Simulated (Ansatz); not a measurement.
# Cu₂Te: structures and their energies

6 relaxations of Cu2Te ended in 6 distinct structures. Computed with r2SCAN (plane waves to 500 eV, PAW, scalar-relativistic; Ansatz, a quantum-chemistry and plane-wave program).

```csv
#,space group,Pearson,type,E − E(lowest) (eV/atom),V (Å³/atom),"gap (eV, no SOC)",runs ending here
1,P6₃mc,hP6,–,0.00,19.80,0.00,1
2,Pnma,oP12,–,0.03,17.74,0.00,1
3,I4/mcm,tI12,–,0.20,17.72,0.00,1
4,C222,oS12,–,0.29,24.31,0.00,1
5,P-6m2,hP6,–,0.30,18.40,0.00,1
6,Pn-3m,cP6,–,0.31,29.05,2.25,1
```

P6₃mc, hP6 is the lowest of the structures calculated here.

Space group P6₃mc (No. 186); a = b = 4.325 Å, c = 7.334 Å, α = β = 90.00°, γ = 120.00°

| atom | site | symmetry | x | y | z |
|---|---|---|---|---|---|
| Cu | 2b | 3m. | 0.6667 | 0.3333 | 0.4296 |
| Cu | 2a | 3m. | 0.0000 | 0.0000 | 0.4899 |
| Te | 2b | 3m. | 0.6667 | 0.3333 | 0.0806 |

Each run could gain symmetry but not lose that of its start, so entries can be saddle points. All of these are generated cells (placed on structure types, drawn at random, substituted or restacked) that were not matched to a known phase here. The real structure of this composition may not be among these, and whether this composition forms is not checked here. Static energies at zero pressure. Each cell has its own k-point mesh; energy differences are given only to the digits this allows. No spin polarisation in the result. Spin-orbit coupling is missing; with elements this heavy it can move band edges by tenths of an eV or more.
